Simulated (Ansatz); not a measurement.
Input deck for Ansatz 0.2.0, then the block of the output on the nuclei.

The start is a COD entry (the cell was measured well above room temperature).

```yaml
crystal:
  lattice:
    - [4.989, 0.0, 0.0]
    - [0.0, 4.989, 0.0]
    - [0.0, 0.0, 6.991]
  atoms:
    - { symbol: Si, position: [0.29767, 0.29767, 0.0] }
    - { symbol: Si, position: [0.20233, 0.79767, 0.25] }
    - { symbol: Si, position: [0.70233, 0.70233, 0.5] }
    - { symbol: Si, position: [0.79767, 0.20233, 0.75] }
    - { symbol: O, position: [0.24102, 0.09994, 0.17602] }
    - { symbol: O, position: [0.40006, 0.74102, 0.42602] }
    - { symbol: O, position: [0.75898, 0.90006, 0.67602] }
    - { symbol: O, position: [0.59994, 0.25898, 0.92602] }
    - { symbol: O, position: [0.74102, 0.40006, 0.57398] }
    - { symbol: O, position: [0.90006, 0.75898, 0.32398] }
    - { symbol: O, position: [0.25898, 0.59994, 0.07398] }
    - { symbol: O, position: [0.09994, 0.24102, 0.82398] }
kpoints:
  mp_grid: { grid: [4, 4, 3] }
scf:
  occupations: { method: fermi_dirac, width: 0.02 }
hamiltonian:
  xc: pbe
  pseudopotentials: { kind: paw }
output:
  forces: true
  stress: true
  populations: true
  efg: { quadrupole_moments_barn: { O: -0.02558 }, contact_densities: true }
  write_density: true
  write_potential: true
  elf: true
  volumetric_format: npy
relax:
  f_tol: 0.02
  max_steps: 60
```

```sh
ansatz run input.yaml --threads 1 --pin off --max-ram 2560MiB --backend cpu --events-out ev --progress --plain --runs-dir out
```

The run relaxes the ions first, and the block belongs to the relaxed positions.

Of the output, the block on the nuclei alone is shown; the set-up, the SCF iterations, energies, forces and stress are cut. One atom of each set with nearly equal values is shown.

```
--- PAW observables at the nuclei: V_zz in 10²¹ V/m², potentials from the cell's mean, atoms counted from 1 ---
  atom   1  Si V_zz =    -0.386986   η = 0.7045   by run symmetry: allowed
            electrostatic potential = -1353.392830 V   contact ρ = 12801.282125 e/Å³
  atom   5  O  V_zz =    +9.543230   η = 0.1754   by run symmetry: allowed   C_q = -5.9027 MHz
            electrostatic potential = -617.865440 V   contact ρ = 2153.696066 e/Å³
```

The relaxation (5 steps) took 41 s of wall time (41 s of CPU time) and 0.4 GiB at its peak, on 1 thread of Arm Neoverse V1 (aarch64; 8 cores open to the job, memory cap 2.5 GiB, no GPU), a shared host with a load of 0.5 a core.
